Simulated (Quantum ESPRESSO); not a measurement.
```cif
data_Ga2N2
_chemical_formula_sum 'N2 Ga2'
_space_group_name_H-M_alt 'P63mc'
_space_group_IT_number 186
_space_group_name_Hall 'P 6c -2c'
_cell_length_a 3.18380
_cell_length_b 3.18380
_cell_length_c 5.18670
_cell_angle_alpha 90.000
_cell_angle_beta 90.000
_cell_angle_gamma 120.000
loop_
_atom_site_label
_atom_site_type_symbol
_atom_site_symmetry_multiplicity
_atom_site_Wyckoff_symbol
_atom_site_fract_x
_atom_site_fract_y
_atom_site_fract_z
_atom_site_occupancy
N1 N 2 b 0.33333 0.66667 0.37582 1
Ga1 Ga 2 b 0.66667 0.33333 0.49918 1
```

Cell and atoms were relaxed with PBEsol from Materials Project entry mp-804, within its symmetry.

Task: What does PBE (stringent potentials; pw.x of Quantum ESPRESSO, ONCV potentials, without SOC) give for the electronic structure near the Fermi level?

Result: The PBE gap is direct, 1.96 eV at Γ. Spin-orbit splittings are left out.
